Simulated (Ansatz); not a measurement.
Phases of Hg at 690 GPa

Structure types of Hg are relaxed in primitive cells with their symmetry kept at 690 GPa, first on PAW files, then by LAPW. The enthalpy is E + pV at zero temperature, without zero-point motion. Only the types listed were tried, and differences under about 5 meV/atom are mesh noise. Not among the end structures: fcc, which may lie lower.

All numbers are LDA results (scalar-relativistic) from Ansatz 0.2.0, with Fermi–Dirac smearing of 0.1 eV, no spin polarisation. Methods: LAPW: all electrons, basis error target 0.5 meV/atom; PAW: frozen-core files, cutoff 420 eV.

k meshes: bcc 20×20×20, hcp 19×19×10, simple hexagonal 19×19×18, sc 18×18×18, diamond 15×15×15.

Spin–orbit coupling is left out, which matters for the heavy atoms. The PAW files were made under PBE.

Question: Order the types by LAPW enthalpy, lowest first.
A. bcc
B. simple hexagonal
C. sc
D. hcp
E. diamond

Answer: D (0 meV/atom), A (260 meV/atom), B (2139 meV/atom), C (3787 meV/atom), E (14371 meV/atom).

```csv
start type,ends as,"a, b, c (Å)",V (Å³/atom),"H − H(lowest), LAPW (meV/atom)","same, PAW"
bcc,"bcc, Im-3m","2.642, 2.642, 2.642",9.22,260.5,259.0
hcp,"hcp, P6_3/mmc","2.360, 2.360, 3.816",9.20,0.0,0.0
simple hexagonal,"simple hexagonal, P6/mmm","2.258, 2.258, 2.155",9.52,2139.3,2132.3
sc,"sc, Pm-3m","2.140, 2.140, 2.140",9.80,3786.9,3773.1
diamond,"diamond, Fd-3m","4.490, 4.490, 4.490",11.32,14370.7,14318.0
```
